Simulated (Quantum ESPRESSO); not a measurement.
# Kohn-Sham bands of NbPd3 (I4/mmm)

```xyz
4
Lattice="3.9165 0.0000 0.0000 0.0000 3.9165 0.0000 -1.9583 -1.9583 4.0180" Properties=species:S:1:pos:R:3 pbc="T T T"
Nb     0.0000     0.0000     0.0000
Pd     1.9583     1.9583     0.0000
Pd     0.0000    -1.9583     2.0090
Pd    -1.9583     0.0000     2.0090
```

Materials Project entry mp-1135; symmetrised, unrelaxed at this level. COD (Crystallography Open Database) has the formula in 2 space groups, this one among them (matched by group alone). Computed values, not measurements, from PBEsol: Quantum ESPRESSO (norm-conserving PseudoDojo potentials, cutoff 66 Ry, no spin polarisation, no spin-orbit coupling) on a Γ-centred 4×4×4 mesh, then Wannier90. Density: 12×12×12 mesh, cold smearing 0.01 Ry.

Problem. List the Kohn-Sham levels between −8 and 3.0 eV relative to the Fermi level at the high-symmetry points, as a band run of pw.x on that density gives them (levels within 2 meV counted together).

Solution. 
```
point  k (reciprocal lattice)                                                                                                                                                 levels (eV)
-----  ----------------------  ----------------------------------------------------------------------------------------------------------------------------------------------------------
Γ           0.000 0.000 0.000                 -7.62, -5.89, -5.55, -4.85, -4.84, -3.93 (×2), -3.68 (×2), -3.35, -2.71 (×2), -2.21, -2.00, -1.44, -0.37, 0.64, 1.07, 1.30 (×2), 2.50, 2.84
X          0.500 0.500 -0.500    -5.77, -5.73, -4.42, -4.18, -4.08, -3.77, -3.67, -3.60, -3.36, -3.33, -2.89, -2.58, -2.51, -2.02, -1.70, -1.08, 0.45, 0.59, 0.82, 1.22, 1.60, 1.62, 1.70
P          0.500 0.500 -0.250                   -5.33, -5.30 (×2), -5.27, -3.75 (×2), -3.35, -3.32, -3.25, -2.89 (×2), -2.39, -2.03 (×2), -1.76, -1.39, -1.37, 0.84 (×2), 1.45 (×2), 1.54
N           0.500 0.000 0.000       -4.98, -4.80, -4.56, -4.39, -4.22, -4.01, -3.97, -3.89, -3.83, -3.54, -3.42, -2.68, -2.39, -2.17, -2.09, -1.15, -1.05, -0.49, -0.09, 0.97, 1.65, 2.14
M           0.000 0.000 0.500     -6.03, -5.80, -5.53 (×2), -5.48, -5.45, -4.69, -4.40, -2.69, -2.25 (×2), -1.96, -1.41 (×2), -1.32, -1.05, -0.37, 1.52, 1.86, 2.04 (×2), 2.72, 2.97 (×2)
S           0.381 0.000 0.309    -5.29, -4.94, -4.87, -4.55, -4.47, -4.39, -4.08, -3.94, -3.54, -3.22, -2.84, -2.40, -2.16, -2.14, -1.51 (×2), -1.07, -0.57, 0.24, 1.23, 1.84, 2.24, 2.50
S_0        0.619 0.000 -0.309    -5.29, -4.94, -4.87, -4.55, -4.47, -4.39, -4.08, -3.94, -3.54, -3.22, -2.84, -2.40, -2.16, -2.14, -1.51 (×2), -1.07, -0.57, 0.24, 1.23, 1.84, 2.24, 2.50
R          0.619 0.381 -0.500  -5.63, -5.60, -4.31, -4.23, -4.11, -4.10, -3.99, -3.60, -3.54, -3.07, -3.04, -2.88, -1.64, -1.63, -1.57, -1.55, -0.53, -0.42, 1.27, 1.27, 1.57, 1.70, 2.25
G           0.381 0.381 0.119  -5.63, -5.60, -4.31, -4.23, -4.11, -4.10, -3.99, -3.60, -3.54, -3.07, -3.04, -2.88, -1.64, -1.63, -1.57, -1.55, -0.53, -0.42, 1.27, 1.27, 1.57, 1.70, 2.25
```
